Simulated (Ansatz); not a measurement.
### Question
GaSb (NiAs type, space group No. 194) is relaxed with PBE in the plane-wave PAW code Ansatz. What lattice parameters of the conventional cell result?

### Answer
a = 3.947 Å, c = 7.257 Å.

### Question
Is it a metal or does it have a gap at this level?

### Answer
No gap at this level.

Space group P6_3/mmc (NiAs type). The start of the workflow was typed in or built on a structure type; neither database checked (COD, Materials Project) lists it. It is not the phase usual at ambient conditions (space group No. 216). The cell was relaxed with PBE under the symmetry of its start; whether a distortion lowers the energy is not shown. Scalar-relativistic: spin–orbit coupling is off unless named, which matters more the heavier the elements.

Potentials: the earlier of the program's two PAW sets.
